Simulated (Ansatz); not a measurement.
KLaGeS₄:
```
CELL_PARAMETERS angstrom
      6.72069     0.00000     0.00000
      0.00000     6.77989     0.00000
     -2.57771     0.00000     8.33431
ATOMIC_POSITIONS crystal
  K  0.73185 0.48668 0.93459
  K  0.26815 0.98668 0.06541
  La 0.23180 0.00363 0.55430
  La 0.76820 0.50363 0.44570
  Ge 0.22020 0.47358 0.31592
  Ge 0.77980 0.97358 0.68408
  S  0.01538 0.73483 0.73052
  S  0.98462 0.23483 0.26948
  S  0.41722 0.47137 0.15665
  S  0.58278 0.97137 0.84335
  S  0.97754 0.24058 0.71513
  S  0.02246 0.74058 0.28487
  S  0.41169 0.42848 0.56929
  S  0.58831 0.92848 0.43071
```

Relaxed with r²SCAN. Special points in fractions of this cell's reciprocal vectors: Γ (0.000, 0.000, 0.000); Z (0.000, 0.500, 0.000); D (0.000, 0.500, 0.500); B (0.000, 0.000, 0.500); A (-0.500, 0.000, 0.500); E (-0.500, 0.500, 0.500); C2 (-0.500, 0.500, 0.000); Y2 (-0.500, 0.000, 0.000).

Problem. List the band energies nearest the valence-band maximum at these points for DFT-r²SCAN in the program Ansatz with PAW potentials.

Solution. In eV from the valence-band maximum; about four levels below and three above (degenerate sets whole), none deeper than 8.9 eV; points with the same levels are listed once.

```
k                     below                above
--  -----------------------  -------------------
Γ    -0.43 -0.42 -0.32 0.00       2.91 3.18 3.51
Z   -0.65 -0.65 -0.35 -0.35  3.33 3.33 3.62 3.62
D   -0.68 -0.68 -0.40 -0.40  3.39 3.39 3.65 3.65
B   -0.56 -0.36 -0.31 -0.02       2.90 3.37 3.56
A   -0.41 -0.38 -0.26 -0.16       2.87 3.26 3.59
E   -0.63 -0.63 -0.45 -0.45  3.47 3.47 3.68 3.68
C2  -0.66 -0.66 -0.54 -0.54  3.44 3.44 3.65 3.65
Y2  -0.53 -0.51 -0.27 -0.18       2.84 3.22 3.44
```

Space group P2_1. The first step of the workflow began from a Materials Project structure, measured or hypothetical; the Crystallography Open Database copy checked does not list it. Its standing as an ambient phase is unchecked. The cell was relaxed with r²SCAN under the symmetry of its start; its stability against distortions is not shown here. Spin–orbit coupling is left out wherever it is not named.

Potentials: the later of the program's two PAW sets.
